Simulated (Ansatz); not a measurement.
Ansatz (a program for electronic structure) input:

Ansatz 0.2 input:
```yaml
crystal:
  lattice:
    - [0.0, 2.6233740787, 2.6233740787]
    - [2.6233740787, 0.0, 2.6233740787]
    - [2.6233740787, 2.6233740787, 0.0]
  atoms:
    - { symbol: As, position: [0.0, 0.0, 0.0] }
    - { symbol: Al, position: [0.5, 0.5, 0.5] }
kpoints:
  mp_grid: { grid: [28, 28, 28] }
hamiltonian:
  xc: pbesol
  pseudopotentials: { kind: paw }
scf:
  occupations: { method: fermi_dirac, width: 0.1 }
elastic: { mode: relaxed_ion, stencil: two_point, amplitude: 0.005, f_tol: 0.0005 }
```

Output (shortened):

```
Pseudopotentials: kind: paw
Pseudopotential: As, paw, valence charge 15
Pseudopotential: Al, paw, valence charge 3
Functional definition: PBEsol
Crystal: 2 atoms, lattice volume = 36.109 Å³
Basis set: ecut = 420 eV, 725 PW (Γ), exchange–correlation on 50×50×50 points (8 copies of the dense FFT grid, shifted against one another)
Bands: 13, of which v1, the nominal top of the filled ones, is band 9 counted from 1 (8 counted from 0)
Symmetry: 48 space group operations
Space group: Fm-3m (ITA 225), of the structure as read, at distance tolerance 3.3e-5 Å
k-points: 624 of 21952
PAW frozen core: As, regenerated for the run's functional, and the local potential with it
PAW frozen core: Al, regenerated for the run's functional, and the local potential with it
Initial wavefunctions: pseudopotential atomic-orbital guess
Eigensolver: davidson
Functional: x = pbesol(κ = 0.804, μ = 0.12345679012345678), c = pbesol(β = 0.046)
all-band conjugate gradients solve this SCF's bands
SCF 1 converged in 10 iterations: F = -5338.049332 eV  dr2 = 3.91e-14
density extrapolation: transplant  |δρ|_rms = 2.396e-2 e/Å³  SAD shift = 7.879e-3 e/Å³
Crystal: 2 atoms, lattice volume = 35.928 Å³
Symmetry: 16 space group operations
k-points: 1639 of 21952
Initial density: handed on by an earlier stage of this run
Initial wavefunctions: those handed on with the density
SCF 2 converged in 9 iterations: F = -5338.048706 eV  dr2 = 1.19e-14
density extrapolation: first-order (α = -2.000)  |δρ|_rms = 2.396e-2 e/Å³  SAD shift = 7.818e-3 e/Å³
Crystal: 2 atoms, lattice volume = 36.289 Å³
SCF 3 converged in 7 iterations: F = -5338.048978 eV  dr2 = 1.07e-14
density extrapolation: transplant  |δρ|_rms = 2.396e-2 e/Å³  SAD shift = 4.419e-3 e/Å³
Crystal: 2 atoms, lattice volume = 36.108 Å³
Symmetry: 8 space group operations
k-points: 3060 of 21952
SCF 4 converged in 9 iterations: F = -5338.049255 eV  dr2 = 3.03e-15
density extrapolation: first-order (α = -2.000)  |δρ|_rms = 2.396e-2 e/Å³  SAD shift = 4.419e-3 e/Å³
Crystal: 2 atoms, lattice volume = 36.108 Å³
SCF 5 converged in 7 iterations: F = -5338.049255 eV  dr2 = 1.41e-14
SCF converged after 10 iterations
Free energy (F): -5338.049332 eV
Harris-Foulkes:  -5338.049332 eV  (|F-HF|=0.00e0)
Internal energy: -5338.024404 eV  (E = F + TS)
E sigma→0 (E₀):  -5338.036868 eV
Entropy (-TS):   -0.024928 eV (-12.464 meV/atom)
Fermi energy:    9.576553 eV
--- Per-component energies (eV) ---
  E_band       = -219.731366
  E_kinetic    = 127.501950
  E_local      = -1863.007942  (includes V_loc(G=0)·N_el)
  E_nonlocal   = -658.250016
  E_hartree    = 1028.073070
  E_xc         = -118.860214
  E_vxc        = -109.500215  (∫ρ·V_xc dr)
  E_paw        = -2247.659195  (= ΣΔE_a)
  E_vpaw       = 227.378715  (= ΣTr[D̂ρ^β])
  E_aug_tail   = 0.000005  (compensation charges beyond the density's cutoff)
  E_ewald      = -1606.807630
  E_core_change = 0.985568  (= ΣΔE_core)
  E_smearing   = -0.024928  (= −TS)
  E_closure    = 0.000000  (closes the sum)
  Σ components = -5338.049332   (vs F -5338.049332, Δ=0.00e0)
--- Forces (eV/Å), atoms counted from 1 ---
  atom   1  As     0.00000000     0.00000000     0.00000000
  atom   2  Al     0.00000000     0.00000000     0.00000000
  max |Σ_I F_I| component: 0.0 eV/Å
--- Stress (GPa, compression-positive) ---
        0.112982       0.000000       0.000000
        0.000000       0.112982       0.000000
        0.000000       0.000000       0.112982
  P = ⅓ Tr σ = 0.1130 GPa (1.130 kbar)
  The stress holds the Pulay correction. Without it, at fixed plane waves, as pw.x and ABINIT print it: P = 0.0780 GPa
  The stress includes an estimate of the error left by incomplete SCF convergence (largest component  0.0000 GPa; it does not cover the PAW one-centre terms).
--- Band table (eV; the first three rows and the last of 624) ---
  k-point 0: bands = ["-25.4409", "-25.4409", "-25.4287", "-25.4287", "-25.4287", "-3.7648", "9.8163", "9.8163", "9.8163", "11.6228", "15.5647", "15.5647", "15.5647"]
  k-point 1: bands = ["-25.4409", "-25.4409", "-25.4286", "-25.4286", "-25.4286", "-3.7471", "9.5536", "9.8051", "9.8051", "11.8274", "15.5551", "15.6048", "15.6048"]
  k-point 2: bands = ["-25.4409", "-25.4409", "-25.4286", "-25.4285", "-25.4285", "-3.6938", "8.9739", "9.7730", "9.7730", "12.2219", "15.5591", "15.7128", "15.7128"]
  k-point 623: bands = ["-25.4422", "-25.4398", "-25.4271", "-25.4271", "-25.4240", "-0.5719", "4.7436", "4.8174", "4.8174", "12.5501", "14.0504", "16.5149", "16.5149"]
  band table: 13 of 13 bands, residual norms ≤ 1.0e-3 eV
--- Elastic constants: 2 strain directions × 2 members + reference (group order 48) ---
  dense FFT box of the reference and of every strained cell: 25×25×25
  strains applied: 11, 23; error gains: componentwise 1.00 (the most a stress slope's error grows in a printed constant), spectral 1.73 (1 for all six strains …
  C = ∂σ_k/∂η_j (tension-positive GPa; Voigt order 11 22 33 23 13 12):
       173.610     46.959     46.959      0.000      0.000      0.000
        46.959    173.610     46.959      0.000      0.000      0.000
        46.959     46.959    173.610      0.000      0.000      0.000
         0.000      0.000      0.000     26.881      0.000      0.000
         0.000      0.000      0.000      0.000     26.881      0.000
         0.000      0.000      0.000      0.000      0.000     26.881
  reference stress σ⁰ (GPa):     -0.113     -0.113     -0.113      0.000      0.000      0.000
  moduli (Voigt/Reuss/Hill, GPa): K = 89.18/89.18/89.18   G = 41.46/34.92/38.19   E = 100.26   ν = 0.313
  mechanically stable: yes (min eigenvalue of sym C = 26.88 GPa)
  strain η (Voigt 11):  stress-route row diagonal C_11 = 173.61 GPa, energy-path curvature d²(F+E_count+ΔE)/dδ²/Ω₀ = 173.56 GPa
         δ    σ_11 (GPa)             F (eV)   n_scf  n_hpsi   n_pw
    -5.000e-3      -1.0056       -5338.0487059       9  419920    725   relax 0 steps, max|allowed force component| 0.0 eV/Å
     5.000e-3       0.7305       -5338.0489784       7  364109    725   relax 0 steps, max|allowed force component| 0.0 eV/Å
  strain η (Voigt 23):  stress-route row diagonal C_44 = 26.88 GPa, energy-path curvature d²(F+E_count+ΔE)/dδ²/Ω₀ = 26.94 GPa
         δ    σ_23 (GPa)             F (eV)   n_scf  n_hpsi   n_pw
    -5.000e-3      -0.1344       -5338.0492554       9  832001    725   relax 0 steps, max|allowed force component| 0.0 eV/Å
     5.000e-3       0.1344       -5338.0492554       7  718999    725   relax 0 steps, max|allowed force component| 0.0 eV/Å
```

Cost: about 2.9 core-minutes (a rough figure) on shared cores.

The cell is a constructed one: a structure type filled with these elements; the Crystallography Open Database copy checked does not list it. It is not the phase usual at ambient conditions (space group No. 216). Symmetry was held in the PBEsol relaxation; of distortions, only those at the zone centre were tested. As this level gives no gap, shear constants depend on the k-mesh and smearing (Fermi–Dirac, 0.1 eV here). Spin–orbit coupling is left out wherever it is not named.

Potentials: the later of the program's two PAW sets.

Ansatz is a plane-wave DFT program.
